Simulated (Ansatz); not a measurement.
Level of theory: DFT PBE, scalar-relativistic, plane waves, PAW (Ansatz). All cells share a 420 eV cutoff and Γ-centred k meshes spaced at most about 0.3 Å⁻¹ (about 0.25 or finer for metals, 2π included). No spin polarisation in the final relaxations.

All energies are static (0 K, no zero-point motion). All come from trial cells, and lower structures may exist.

Question: These unrelaxed guesses for Ge₅I₃ are each relaxed within their symmetry. Order them by the energy at which they end, lowest first.
A.

```xyz
8
Lattice="7.2244 0.0000 0.0000 -3.6122 6.2565 0.0000 0.0000 0.0000 5.6665" Properties=species:S:1:pos:R:3 pbc="T T T"
Ge    0.0000    4.1710    0.0000
Ge    3.6122    2.0855    0.0000
Ge    0.0000    4.1710    2.8333
Ge    3.6122    2.0855    2.8333
Ge    0.0000    0.0000    2.8333
I     3.6122    0.0000    0.0000
I    -1.8061    3.1283    0.0000
I     1.8061    3.1283    0.0000
```

B.

```xyz
8
Lattice="5.7957 0.0000 0.0000 -2.8979 5.0193 0.0000 0.0000 0.0000 9.7950" Properties=species:S:1:pos:R:3 pbc="T T T"
Ge    2.8979    0.0000    4.8975
Ge   -1.4489    2.5096    4.8975
Ge    1.4489    2.5096    4.8975
Ge    0.0000    0.0000    6.8643
Ge    0.0000    0.0000    2.9308
I     2.8979    0.0000    0.0000
I    -1.4489    2.5096    0.0000
I     1.4489    2.5096    0.0000
```

Answer: B (ends in P6/mmm, 0 meV/atom), A (ends in P6/mmm, 0.35 eV/atom). Even the lowest end lies +0.54 eV/atom against the elements.

These runs have no spin–orbit coupling, which can matter for I. In P6/mmm at 29.5 Å³/atom, P6/mmm at 55.4 Å³/atom an odd number of electrons in the primitive cell allows no gap without spin; a larger cell or a magnetic state could open one. A magnetic state wasn't ruled out in cells without spin, among them P6/mmm at 29.5 Å³/atom, P6/mmm at 55.4 Å³/atom. Cells relaxed within their symmetry can be saddle points. Some candidate types were left out of the draw beforehand, so a known form may be missing.
